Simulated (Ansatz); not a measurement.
Polymorphs of Mg, each relaxed with the program Ansatz at the LDA level (PAW):

A: simple hexagonal (P6/mmm)
a = b = 3.034 Å, c = 3.024 Å, α = β = 90.00°, γ = 120.00°

```
atom  site  symmetry       x       y       z
----  ----  --------  ------  ------  ------
Mg      1a     6/mmm  0.0000  0.0000  0.0000
```

B: 9R (Sm type) (R-3m)
a = b = 3.140 Å, c = 22.821 Å, α = β = 90.00°, γ = 120.00°

```json
[
 {"atom": "Mg", "site": "3a", "symmetry": "-3m", "x": "0.0000", "y": "0.0000", "z": "0.0000"},
 {"atom": "Mg", "site": "6c", "symmetry": "3m", "x": "0.0000", "y": "0.0000", "z": "0.2220"}
]
```

### Question
Order them by energy per atom at 0 K (lowest first) at the level LDA.

### Answer
B (+0 meV/atom), A (+231 meV/atom)

Not the usual ambient phase: A; B. Unstable at this level: A. All cells were relaxed under the symmetry of their starts (and spin orders); stability against distortions was not tested throughout.

Energies hold the estimated change up to a 700 eV cutoff; steps of a few meV lie near the error of the meshes.

Potentials: the later of the program's two PAW sets.
